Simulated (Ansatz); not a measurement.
**Li₂Ga: pressure against volume**

Li₂Ga, Cmcm, a = 4.459 Å, b = 9.374 Å, c = 4.292 Å. The structure is a COD entry; whether it is the stable form wasn't checked. Ansatz: PBEsol, PAW, 420 eV, Γ-centred 10×10×8 mesh on 6 atoms, Gaussian smearing 0.10 eV; no spin polarisation. Shape and atoms are relaxed at each volume; pressure is positive in compression.

```tsv
V (Å³/atom)	P (GPa)
13.157	5.77
13.606	3.98
14.054	2.45
14.503	1.13
14.951	0.00
15.400	-0.95
15.849	-1.78
16.447	?
```

Task: Take V0 = 14.951 Å³/atom, fit the third-order Birch–Murnaghan form to the other rows, and predict the missing pressure.

Result: With the Eulerian strain f = ½[(V0/V)^(2/3) − 1] and y = P/[3f(1 + 2f)^(5/2)], the form is the line y = B0 + 1.5 B0 (B0′ − 4) f. Rows (f, y): 0.04448, 34.9; 0.03243, 35.0; 0.02105, 35.0; 0.01024, 35.0; -0.00977, 34.1; -0.01907, 34.3. Means f = 0.01323, y = 34.717; Σ(Δf)² = 0.002988, ΣΔfΔy = 0.04018; the slope is their ratio. y = 34.54 + 13.45 f GPa, so B0 = 34.5 GPa and B0′ = 4 + 2 × (13.45)/(3 × 34.54) = 4.26. At V = 16.447, f = -0.03080, y = 34.13 and P = -2.69 GPa. The run gave -2.69 GPa, the same to the digits shown. The form still works here, 22 % of the fitted range beyond its end.

Cost: 8 runs of about 11 core-minutes in all, on Arm Neoverse V2 (shared hosts).